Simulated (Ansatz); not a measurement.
## rocksalt-structured PmSb

Method: PBE+U (U_eff = 6 eV on Pm 4f), scalar-relativistic; collinear spin; PAW, 600 eV, Γ-centred 8×8×4 mesh, 0.05 eV Gaussian smearing; code Ansatz; PAW files: Ansatz's generated set soft_2.

```
CELL_PARAMETERS angstrom
0.00000 3.17868 3.17868
3.17868 0.00000 3.17868
6.35737 6.35737 0.00000
ATOMIC_POSITIONS crystal
Pm 0.50000 0.50000 0.25000
Sb 0.00000 0.00000 0.00000
Pm 0.50000 0.50000 0.75000
Sb 0.00000 0.00000 0.50000
```

The cell was built from a prototype; rock salt is the usual structure of such lanthanide and actinide compounds.

Magnetic state: antiferromagnetic, site spin moments Pm 4.08, -4.08 μB.

Question: Which orbitals carry the states at the Fermi level, and how many states are there?

Answer: Within 0.1 eV of it: Pm 5d 46 %, Sb 5p 36 %, Pm 4f 17 % (shares among the projected shells; no valence p shell of Pm is among them). The density of states at the Fermi level is about 0.52 states/eV per cell, averaged over 0.3 eV.

Density of states (tetrahedra, averaged over 0.3 eV; states/eV per cell of 4 atoms; energy in eV from the Fermi level; projections on Löwdin-orthogonalised atomic orbitals, summed over sites):

```tsv
E	total	Pm 4f up	Pm 4f down	Sb 5p	Pm 5d up	Pm 5d down
-6.70	0.0	0.0	0.0	0.0	0.0	0.0
-6.40	26.7	13.2	13.2	0.0	0.0	0.0
-6.10	0.0	0.0	0.0	0.0	0.0	0.0
-5.80	0.0	0.0	0.0	0.0	0.0	0.0
-5.50	0.0	0.0	0.0	0.0	0.0	0.0
-5.20	0.0	0.0	0.0	0.0	0.0	0.0
-4.90	0.0	0.0	0.0	0.0	0.0	0.0
-4.60	0.0	0.0	0.0	0.0	0.0	0.0
-4.30	0.0	0.0	0.0	0.0	0.0	0.0
-4.00	0.0	0.0	0.0	0.0	0.0	0.0
-3.70	0.3	0.0	0.0	0.2	0.1	0.1
-3.40	1.2	0.0	0.0	0.6	0.2	0.2
-3.10	2.9	0.0	0.0	1.5	0.4	0.4
-2.80	3.2	0.0	0.0	1.8	0.4	0.4
-2.50	3.1	0.0	0.0	1.9	0.3	0.3
-2.20	1.7	0.0	0.0	1.2	0.2	0.2
-1.90	6.1	0.0	0.0	3.6	1.1	1.1
-1.60	9.2	0.0	0.0	5.1	1.9	1.9
-1.30	4.9	0.0	0.0	2.7	1.0	1.0
-1.00	3.8	0.1	0.1	2.2	0.7	0.7
-0.70	2.4	0.1	0.1	1.4	0.4	0.4
-0.40	0.9	0.0	0.0	0.5	0.1	0.1
-0.10	0.5	0.0	0.0	0.2	0.1	0.1
0.20	0.8	0.1	0.1	0.2	0.2	0.2
0.50	19.3	9.0	9.0	0.3	0.5	0.5
0.80	2.3	0.5	0.5	0.3	0.4	0.4
1.10	2.3	0.1	0.1	0.3	0.8	0.8
1.40	2.2	0.1	0.1	0.3	0.8	0.8
1.70	2.9	0.2	0.2	0.3	1.1	1.1
2.00	5.0	0.7	0.7	0.3	1.4	1.4
2.30	20.1	8.0	8.0	0.3	1.7	1.7
2.60	7.3	1.0	1.0	0.5	2.1	2.1
2.90	10.1	1.6	1.6	0.5	2.8	2.8
3.20	28.0	10.6	10.6	0.7	2.5	2.5
3.50	7.1	0.6	0.6	0.7	2.0	2.0
3.80	6.5	0.2	0.2	0.9	2.2	2.2
4.10	4.2	0.1	0.1	0.8	1.1	1.1
4.40	4.3	0.0	0.0	0.9	0.9	0.9
4.70	4.1	0.0	0.0	0.8	0.8	0.8
5.00	3.8	0.0	0.0	0.6	0.7	0.7
5.30	2.8	0.0	0.0	0.5	0.4	0.4
5.60	1.7	0.0	0.0	0.4	0.2	0.2
5.90	1.9	0.0	0.0	0.4	0.2	0.2
```

Formal charges Pm³⁺, Sb³⁻ leave Pm³⁺ with an open 4f⁴ shell. The run still finds no gap: within 0.1 eV of the Fermi level the projected states are 46 % Pm 5d, 36 % Sb 5p, 17 % Pm 4f. Apart from the f shell, rare-earth antimonides and bismuthides of this kind are mostly semimetals, since the Pm 5d band overlaps the anion's p band.

Hund's first rule gives Pm³⁺ with 4 f electrons 4 unpaired spins, a spin moment of 4 μB; the run has 4.08 μB on Pm (atomic spheres) and 4.07 f electrons on orthogonalised orbitals. The moment is close to the ion's, so in this run the shell is localised and nearly fully polarised. Without spin–orbit coupling the orbital moment, which opposes the spin in such a shell (free ion: L = 6 beside 2S = 4), is missing, so this isn't the moment that neutrons would see.

Open d and f shells can converge to several self-consistent states; this is the one that the run reached. For elements this heavy, spin–orbit coupling would shift levels and gaps; it isn't included here. Site moments are of spin, integrated over atomic spheres. A U of this size is made for insulators; in a metal, as here, it tends to take f weight out of the bonding and to swell the cell.

The state of the open shells isn't shown to be the lowest, and forces and pressures are less sure for it.
